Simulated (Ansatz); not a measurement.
GaSb:
```xyz
2
Lattice="3.5779 0.0000 0.0000 0.0000 3.5779 0.0000 0.0000 0.0000 3.5779" Properties=species:S:1:pos:R:3 pbc="T T T"
Ga     0.0000     0.0000     0.0000
Sb     1.7889     1.7889     1.7889
```

This is the r²SCAN-relaxed structure.

Problem. All from r²SCAN (plane waves, PAW; program Ansatz), unless another level is named. Estimate the electronic character.

Solution. metallic (no gap).

Problem. What about the density of states at the Fermi level?

Solution. 0.51 states/eV per atom (mean over ±0.08 eV).

Problem. Predict the formation energy from the elements (no fitted shifts).

Solution. 0.27 eV/atom.

Space group Pm-3m (CsCl type). A made-up cell: these elements were put on the sites of a structure type; neither database checked (COD, Materials Project) lists it. It is not the phase usual at ambient conditions (space group No. 216). Symmetry was held in the r²SCAN relaxation; whether a distortion lowers the energy is not shown. The references are the lowest solids computed at this level, not always the standard phases. Scalar-relativistic: spin–orbit coupling is off unless named, which matters more the heavier the elements.

Potentials: the later of the program's two PAW sets.
